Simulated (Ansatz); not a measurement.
TiAu (CsCl type, Pm-3m) under volume change, plane-wave PAW PBEsol (Ansatz code), scaled uniformly.

| V (Å³/atom) | E − E(relaxed) (meV/atom) | P (GPa) |
|---|---|---|
| 15.157 | (withheld) | (withheld) |
| 15.657 | 33.7 | 11.47 |
| 16.157 | 7.9 | 5.25 |
| 16.656 | 0.0 | 0.00 |
| 17.156 | (withheld) | (withheld) |
| 17.656 | 26.8 | -8.13 |
| 18.155 | 57.2 | -11.24 |

Task: What belongs in the gaps?

Result: 
- 15.157, E − E(relaxed) (meV/atom): 80.7
- 15.157, P (GPa): 18.85
- 17.156, E − E(relaxed) (meV/atom): 7.1
- 17.156, P (GPa): -4.42

Task: What does a third-order Birch–Murnaghan fit give for V₀, B₀ and B′?

Result: V₀ = 16.66 Å³/atom, B₀ = 160 GPa, B′ = 4.7.

The workflow started from an entry of the Crystallography Open Database (COD). Its standing as an ambient phase is unchecked. The PBEsol relaxation kept the symmetry of its start. At this level the phase is mechanically unstable. The run is not spin-polarised. Spin–orbit coupling is left out wherever it is not named.

Potentials: the later of the program's two PAW sets.
